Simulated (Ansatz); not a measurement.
## O-17 nuclear quadrupole resonance in SiO2 under strain

Cell: a COD entry, relaxed with PBE at fixed cell and then changed (z compressed by 1 %, ions relaxed).

```
CELL_PARAMETERS angstrom
4.16670 0.00000 0.00000
0.00000 4.16670 0.00000
0.00000 0.00000 2.63786
ATOMIC_POSITIONS crystal
Si 0.00000 0.00000 0.00000
Si 0.50000 0.50000 0.50000
O 0.30526 0.30526 0.00000
O 0.19474 0.80526 0.50000
O 0.69474 0.69474 0.00000
O 0.80526 0.19474 0.50000
```

Atoms are numbered from 1 in the order listed; like atoms form one site, named after its first atom.

Computed with Ansatz: DFT, PBE, plane waves and PAW, scalar-relativistic, 420 eV cutoff, Γ-centred 7×7×11 k-points, Fermi–Dirac smearing 0.02 eV.

O-17: I = 5/2, Q = -25.58 mb (year-2017 value). Static lattice, zero field.

**Question.** The simulated lines lie at 1.06, 2.01 MHz. What are |C_Q|, η and |V_zz| at O?

**Answer.** For I = 5/2 and η = 0 the lines are 3|C_Q|/20 and twice that; η pulls their ratio below 2. Here |C_Q| = 6.77 MHz, η = 0.20 and |V_zz| = 10.94 × 10²¹ V/m². The calculation gives V_zz negative; the lines don't show the sign. The site has 3 Si at 1.75–1.80 Å.

At O V_zz stands upright on the plane through its three neighbours (within 1°).

At this changed cell the PBE pressure is 17 GPa.
